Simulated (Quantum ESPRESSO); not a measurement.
**How NMR parameters follow atomic displacements in CO2 (Pa-3)**

```
CELL_PARAMETERS angstrom
      5.49707     0.00000     0.00000
      0.00000     5.49707     0.00000
      0.00000     0.00000     5.49707
ATOMIC_POSITIONS crystal
  C  0.00000 0.00000 0.00000
  C  0.50000 0.00000 0.50000
  C  0.50000 0.50000 0.00000
  C  0.00000 0.50000 0.50000
  O  0.12254 0.12254 0.12254
  O  0.87746 0.87746 0.87746
  O  0.37746 0.87746 0.62254
  O  0.62254 0.12254 0.37746
  O  0.62254 0.37746 0.87746
  O  0.37746 0.62254 0.12254
  O  0.87746 0.62254 0.37746
  O  0.12254 0.37746 0.62254
```
Geometry: a computed entry of the Materials Project; it was not checked against measured cells. It is CO2 in Pa-3; whether this form has been observed was not checked. Stability against distortions was not tested.

The last row's change in full: O5 and its equivalents moved by 0.04 Å along (0.58, 0.58, 0.58), space group kept; the other rows go along the same path.

Method: shieldings by PBE GIPAW on JTH datasets (Quantum ESPRESSO, modified build), 22.5 Ha, k-mesh 3×3×3 shifted, f-sum rule met within 0.005 %. Values are those of the named site's first atom. These are absolute shieldings with no macroscopic susceptibility term; δ = σ_ref − σ needs a reference computed alike. By our sweeps, such settings leave a few ppm in absolute σ. The structure is static (0 K, no zero-point motion).

Unchanged cell: σ_iso C (ppm) = 39.2, σ_iso O (ppm) = 175.9.

How do these values move along the path (displacement (Å): -0.04, +0.04)?


```csv
displacement (Å),σ_iso C (ppm),σ_iso O (ppm)
-0.04,47.7,207.1
0,39.2,175.9
+0.04,29.5,139.1
```
